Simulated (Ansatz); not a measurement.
**Zone-centre phonons of NaCuCl2: input and output**

Computed with DFT PBEsol, scalar-relativistic, plane waves, PAW in Ansatz 0.2.0.

It can be run as:
```bash
ansatz run input.yaml --threads 1 --pin off --backend cpu --events-out ev --progress --plain --runs-dir out  # memory cap (--max-ram) not shown
```

Input (bare energies are in eV):
```yaml
crystal:
  lattice:
    - [1.8749864377, 1.0825239246, 6.0415124381]
    - [-1.8749864377, 1.0825239246, 6.0415124381]
    - [0.0, -2.1650478491, 6.0415124381]
  atoms:
    - { symbol: Na, position: [0.5, 0.5, 0.5] }
    - { symbol: Cu, position: [0.0, 0.0, 0.0] }
    - { symbol: Cl, position: [0.2608365405, 0.2608365405, 0.2608365405] }
    - { symbol: Cl, position: [0.7391634595, 0.7391634595, 0.7391634595] }
basis:
  ecutwfc: 420
kpoints:
  mp_grid: { grid: [9, 9, 9] }
hamiltonian:
  xc: pbesol
scf:
  occupations: { method: fixed }
output:
  eigenvalues: true
phonons:
  method: dfpt
  dielectric: true
  rigid_motions: translations
  eigenvectors: true
```

Results section of the output:
```
--- Phonons (Γ-DFPT): 6 representative perturbations + reference, on 205 of 729 k-points (Σ response iterations 19) ---
  k mesh reduced under 2 symmetry operations, with k and −k counted as one. Each operation leaves every solved perturbation unchanged. A smaller set is not considered because the run solves the response ...
  ASR residual: 5.009e-5 → 0.000e0 eV/Å²; symmetrization residual: 1.599e-5 eV/Å²
  ASR residual per site (eV/Å²): 4.02e-5 5.01e-5 3.48e-5 3.48e-5
  Γ frequencies (cm⁻¹): 0.00 0.00 0.00 34.21 34.21 64.22 82.72 82.72 161.34 161.34 193.61 215.08
  ε∞ (high-frequency dielectric tensor):
        4.174946     0.000000     0.000000
        0.000000     4.174946    -0.000000
        0.000000    -0.000000     3.592464
  ε⁰ (static dielectric tensor: ions relaxed, cell fixed):
       39.397405    -0.000000    -0.000000
       -0.000000    39.397405    -0.000000
       -0.000000    -0.000000    14.552608
  ε⁰ − ε∞ (ionic part):
       35.222459    -0.000000    -0.000000
       -0.000000    35.222459    -0.000000
       -0.000000    -0.000000    10.960144
  softest optical mode at Γ: 34.21 cm⁻¹; the repairs (sum rule, projections) moved no ω² at Γ by more than (1.66 cm⁻¹)²
  Born effective charges Z* (e; rows j = field, columns β = displacement):
    site 0:
         1.06183    0.00000    0.00000
         0.00000    1.06183    0.00000
         0.00000    0.00000    1.45403
    site 1:
         1.40615    0.00000    0.00000
        -0.00000    1.40615   -0.00000
        -0.00000   -0.00000    0.81779
    site 2:
        -1.23399    0.00000    0.00000
         0.00000   -1.23399    0.00000
        -0.00000    0.00000   -1.13591
    site 3:
        -1.23399    0.00000   -0.00000
         0.00000   -1.23399    0.00000
        -0.00000    0.00000   -1.13591
  Z* charge neutrality: 2.376e-3 e pre-enforcement
  solved inside a basis spanned on kpoints, on 10×10×10 k-points, its susceptibility summed on 14×14×14: ε∞ is read to err by 1.0e-2, Z* by 2.1e-2 e (field_mesh: kpoints solves on kpoints); Z* is corrected for ...
  optical modes at Γ without the LO–TO term, one row a degenerate level:
      ω (cm⁻¹) modes IR ((D/Å)²/amu)
         34.21      2             2.6171
         64.22      1             1.2523
         82.72      2             0.0000
        161.34      2             5.0455
        193.61      1             2.7916
        215.08      1             0.0000
  optical modes at Γ + LO–TO along q̂ = [1.0000, 0.0000, 0.0000]:
      ω (cm⁻¹) modes IR ((D/Å)²/amu)
         34.21      1             1.3086
         64.22      1             1.2523
         77.56      1             0.3344
         82.72      2             0.0000
        161.34      1             2.5227
        193.61      1             2.7916
        215.08      1             0.0000
        218.61      1             3.4969
  optical modes at Γ + LO–TO along q̂ = [0.0000, 1.0000, 0.0000]:
      ω (cm⁻¹) modes IR ((D/Å)²/amu)
         34.21      1             1.3086
         64.22      1             1.2523
         77.56      1             0.3344
         82.72      2             0.0000
        161.34      1             2.5227
        193.61      1             2.7916
        215.08      1             0.0000
        218.61      1             3.4969
  optical modes at Γ + LO–TO along q̂ = [0.0000, 0.0000, 1.0000]:
      ω (cm⁻¹) modes IR ((D/Å)²/amu)
         34.21      2             2.6171
         82.72      2             0.0000
         98.52      1             0.3504
        161.34      2             5.0455
        215.08      1             0.0000
        254.04      1             3.6935
```

This structure is a trial: an element of a database structure was replaced and the cell relaxed, so another structure or a mixture of phases may lie lower.